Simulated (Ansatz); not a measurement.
**Rh: from a starting cell to a relaxed one**

The start is a generated trial cell of Rh in the fcc structure type. The cell and all atomic positions are relaxed at zero pressure with PBE (plane waves to 420 eV, PAW, scalar-relativistic; Ansatz, an electronic-structure program). First-step values are on the input's coarse k-mesh.

Ansatz input (later rounds restart from its end on a renewed k-mesh):
Ansatz 0.2 input:
```yaml
crystal:
  lattice:
    - [0, 1.9, 1.9]
    - [1.9, 0, 1.9]
    - [1.9, 1.9, 0]
  atoms:
    - { symbol: Rh, position: [0, 0, 0] }
basis: { ecutwfc: 420, ecutrho_ratio: 4, xc_grid: 2, fft_grid_basis: typed }
kpoints: { mp_grid: { grid: [15, 15, 15] } }
hamiltonian:
  xc: pbe
  dispersion: none
  pseudopotentials: { azcp: { folder: ./paw }, kind: paw }
scf: { occupations: { method: fermi_dirac, width: 0.05 } }
relax: { f_tol: 0.01, max_steps: 100, cell: { stress_tol: 0.02 } }
output: { forces: true, stress: true }
```

Question: By how much does the energy per atom fall from start to end?

Answer: 0.01 eV/atom.

Question: How does the volume change?

Answer: +2.4 %, from 13.72 to 14.05 Å³/atom.

Question: Is the relaxed structure metallic? Give its gap.

Answer: Zero (metallic).

Question: Give the final cell and atomic positions.

Answer: 
```cif
data_Rh4
_chemical_formula_sum 'Rh4'
_space_group_name_H-M_alt 'Fm-3m'
_space_group_IT_number 225
_space_group_name_Hall '-F 4 2 3'
_cell_length_a 3.83017
_cell_length_b 3.83017
_cell_length_c 3.83017
_cell_angle_alpha 90.000
_cell_angle_beta 90.000
_cell_angle_gamma 90.000
loop_
_atom_site_label
_atom_site_type_symbol
_atom_site_symmetry_multiplicity
_atom_site_Wyckoff_symbol
_atom_site_fract_x
_atom_site_fract_y
_atom_site_fract_z
_atom_site_occupancy
Rh1 Rh 4 a 0.00000 0.00000 0.00000 1
```
(The calculation used a cell of 1 atom; values per cell refer to that cell.)

The space group stays Fm-3m (No. 225) (the run could not lower it); the end is fcc (Cu type), with 1 atom in the primitive cell. Final values are on a 21×21×21 k-mesh of the relaxed cell. No spin polarisation in the result.

The run could not lose the symmetry of its start.
